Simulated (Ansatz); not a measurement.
CdO:
```
CdO
1.0
    2.93243     0.00000     0.00000
    0.00000     2.93243     0.00000
    0.00000     0.00000     2.93243
Cd O
1 1
Cartesian
  0.00000   0.00000   0.00000
  1.46621   1.46621   1.46621
```

Relaxed with PBE. Special points in fractions of this cell's reciprocal vectors: Γ (0.000, 0.000, 0.000); X (0.000, 0.500, 0.000); M (0.500, 0.500, 0.000); R (0.500, 0.500, 0.500).

**Question.** List the band energies nearest the Fermi level at these points for PBE in the plane-wave PAW code Ansatz.

**Answer.** In eV from the Fermi level; about four levels below and three above (degenerate sets whole), none deeper than 8.9 eV; … stands for higher levels left out; points with the same levels are listed once.

```csv
k,below,above
Γ,-1.58 -1.04 -1.04 -1.04,…
X,-6.62 -4.34 0.00 0.00,4.24 …
M,-6.29 -3.71 -3.71 -0.33,3.20 …
R,-6.26 -6.26 -0.89 -0.89 -0.89,…
```

Space group Pm-3m (CsCl type). The cell is a constructed one: a structure type filled with these elements; neither database checked (COD, Materials Project) lists it. It is not the phase usual at ambient conditions (space group No. 225). Symmetry was held in the PBE relaxation; whether a distortion lowers the energy is not shown. Scalar-relativistic: spin–orbit coupling is off unless named, which matters more the heavier the elements.

Potentials: the later of the program's two PAW sets.
